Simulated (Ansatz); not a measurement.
Here is the system:

AlN:
```cif
data_Al4N4
_chemical_formula_sum 'Al4 N4'
_space_group_name_H-M_alt 'P42/mnm'
_space_group_IT_number 136
_space_group_name_Hall '-P 4n 2n'
_cell_length_a 5.28566
_cell_length_b 5.28566
_cell_length_c 3.09979
_cell_angle_alpha 90.000
_cell_angle_beta 90.000
_cell_angle_gamma 90.000
loop_
_atom_site_label
_atom_site_type_symbol
_atom_site_symmetry_multiplicity
_atom_site_Wyckoff_symbol
_atom_site_fract_x
_atom_site_fract_y
_atom_site_fract_z
_atom_site_occupancy
Al1 Al 4 g 0.17679 0.17679 0.50000 1
N1 N 4 f 0.31514 0.31514 0.00000 1
```

This is the r²SCAN-relaxed structure.

**Question.** All from plane-wave PAW r²SCAN (Ansatz code), unless another level is named. Estimate the HSE06 gap on the r²SCAN cell.

**Answer.** 5.20 eV.

**Question.** Predict the conduction-band minimum.

**Answer.** at Γ.

**Question.** And the weight of the conduction-edge state by species (Voronoi cells)?

**Answer.** N 56 %, Al 44 %.

Space group P4_2/mnm. The start of the workflow was typed in or built on a structure type; neither database checked (COD, Materials Project) lists it. It is not the phase usual at ambient conditions (space group No. 186, 216). The r²SCAN relaxation kept the symmetry of its start; whether a distortion lowers the energy is not shown.

Potentials: the later of the program's two PAW sets.
